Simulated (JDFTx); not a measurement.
Be(0001) slab cut from bulk Be (space group P6_3/mmc, indices of the conventional cell, lattice of the Materials Project entry mp-87, not re-optimised): 6 atoms in 6 planes, a 1x1 cell of 4.44 Å² (|a| = 2.265, |b| = 2.265 Å), 9.1 Å between the outermost planes, cell height 24.9 Å, 10×10×1 k mesh, Fermi smearing 0.01 Ha, no spin polarisation.

Level of theory: PBE, GBRV ultrasoft potentials, plane waves to 20/100 Ha; code: JDFTx (a modified build). Liquid on both sides: CANDLE, acetonitrile, 1 M KCl; nuclei fixed, outer atoms relaxed in vacuum. Potentials refer to SHE, placed 4.44 V below the bulk liquid's zero by convention. This is a symmetric, unreconstructed model surface, and the continuum liquid cannot react with it. On the negative side CANDLE's cavity feels the periodic box, so those points shift with the cell height. Convergence in thickness and k mesh wasn't tested for this slab. In this non-aqueous liquid the SHE scale is nominal.

```csv
U (V vs SHE),μ (eV),excess electrons per cell,"σ (μC/cm², per face)",run
0.30,-4.74,0.014,-2.5,fixed potential
0.58,-5.02,0.000,0.0,neutral
1.20,-5.64,(withheld),(withheld),fixed potential
```

Fill in the missing entries, row by row.


- 1.20, excess electrons per cell: -0.035
- 1.20, σ (μC/cm², per face): 6.4
